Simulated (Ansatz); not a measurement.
BP:
```yaml
crystal:
  lattice:
    - [6.21054, 0.00000, 0.00000]
    - [0.00000, 3.19282, 0.00000]
    - [0.00000, 0.00000, 5.32554]
  atoms:
    - { symbol: B, position: [0.16200, 0.25000, 0.39839] }
    - { symbol: B, position: [0.33800, 0.75000, 0.89839] }
    - { symbol: B, position: [0.83800, 0.75000, 0.60161] }
    - { symbol: B, position: [0.66200, 0.25000, 0.10161] }
    - { symbol: P, position: [0.83857, 0.25000, 0.39305] }
    - { symbol: P, position: [0.66143, 0.75000, 0.89305] }
    - { symbol: P, position: [0.16143, 0.75000, 0.60695] }
    - { symbol: P, position: [0.33857, 0.25000, 0.10695] }
```

Relaxed with LDA. Special points in fractions of this cell's reciprocal vectors: Γ (0.000, 0.000, 0.000); X (0.500, 0.000, 0.000); S (0.500, 0.500, 0.000); Y (0.000, 0.500, 0.000); Z (0.000, 0.000, 0.500); U (0.500, 0.000, 0.500); R (0.500, 0.500, 0.500); T (0.000, 0.500, 0.500).

**Question.** List the band energies nearest the valence-band maximum at these points for the program Ansatz at the LDA level (PAW).

**Answer.** In eV from the valence-band maximum; about four levels below and three above (degenerate sets whole), none deeper than 8.9 eV; points with the same levels are listed once.

```tsv
k	below	above
Γ	-1.27 -1.09 -0.80 0.00	1.05 1.51 1.63
X	-2.58 -2.58 -0.91 -0.91	1.14 1.14 2.49 2.49
S	-3.21 -3.21 -3.21 -3.21	2.57 2.57 2.57 2.57
Y	-4.27 -4.27 -3.16 -3.16	1.18 1.18 3.42 3.42
Z	-2.61 -2.61 -1.40 -1.40	1.19 1.19 2.14 2.14
U	-1.78 -1.78 -1.53 -1.53	0.61 0.61 2.58 2.58
R	-3.41 -3.41 -3.41 -3.41	2.70 2.70 2.70 2.70
T	-2.56 -2.56 -1.57 -1.57	2.11 2.11 3.47 3.47
```

Space group Pnma. The start of the workflow was typed in or built on a structure type; neither database checked (COD, Materials Project) lists it. It is not the phase usual at ambient conditions (space group No. 216). Symmetry was held in the LDA relaxation; its stability against distortions is not shown here. The volume moved by 22 % from the start of the relaxation.

Potentials: the earlier of the program's two PAW sets. The files were generated under PBE; for other functionals the program regenerates the frozen cores, and for LDA and PBEsol the local potential too.
